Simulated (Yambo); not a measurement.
**Bethe-Salpeter results for CaC2**

```
CELL_PARAMETERS angstrom
     -1.90997     1.90997     3.16864
      1.90997    -1.90997     3.16864
      1.90997     1.90997    -3.16864
ATOMIC_POSITIONS crystal
  C  0.59955 0.59955 0.00000
  C  0.40045 0.40045 0.00000
  Ca 0.00000 0.00000 0.00000
```

Cell and atoms were relaxed with PBEsol from Materials Project entry mp-2482, within its symmetry.

BSE in Yambo on norm-conserving PBEsol (Quantum ESPRESSO, 82 Ry, without SOC) bands: 10×10×10 mesh, 4 valence and 3 conduction bands, static screening with 26 bands and a 4 Ry block, scissor 1.94 eV, Tamm-Dancoff; field along x.

```json
[
 {"state": "1", "energy (eV)": "3.66", "states within 2 meV": "2", "relative strength": "< 0.01", "class": "dark", "main transitions": "VB → CB (99 %)"},
 {"state": "2", "energy (eV)": "3.91", "states within 2 meV": "2", "relative strength": "< 0.01", "class": "dark", "main transitions": "VB → CB (100 %)"},
 {"state": "3", "energy (eV)": "3.94", "states within 2 meV": "2", "relative strength": "1.00", "class": "strong", "main transitions": "VB → CB (100 %)"},
 {"state": "4", "energy (eV)": "3.95", "states within 2 meV": "2", "relative strength": "< 0.01", "class": "dark", "main transitions": "VB → CB (100 %)"},
 {"state": "5", "energy (eV)": "3.98", "states within 2 meV": "1", "relative strength": "< 0.01", "class": "dark", "main transitions": "VB → CB (95 %)"},
 {"state": "6", "energy (eV)": "3.99", "states within 2 meV": "1", "relative strength": "< 0.01", "class": "dark", "main transitions": "VB → CB (98 %)"},
 {"state": "7", "energy (eV)": "4.03", "states within 2 meV": "2", "relative strength": "< 0.01", "class": "dark", "main transitions": "VB → CB (100 %)"},
 {"state": "8", "energy (eV)": "4.05", "states within 2 meV": "6", "relative strength": "< 0.01", "class": "dark", "main transitions": "VB → CB (100 %)"}
]
```

These are vertical excitations (zero momentum); the indirect quasiparticle gap, about 2.84 eV, is smaller than the direct one (4.10 eV on the GW mesh). The direct quasiparticle gap on this mesh is 4.10 eV; counted from there, state 1 is bound by 0.44 eV. On a 6×6×6 mesh the same difference is 0.48 eV.

Spin singlets only. Strengths are relative to the strongest of the lowest states of this run; strong means a line over 3 % of the spectrum's maximum, dark under 0.03 %. Absolute energies carry the error of the G0W0 scissor, whose convergence isn't established; the long-wavelength screening was taken along (1,1,1) although the crystal is anisotropic.

The structure is a Materials Project entry; no match was found in the copy of COD used, and its stability was not checked.
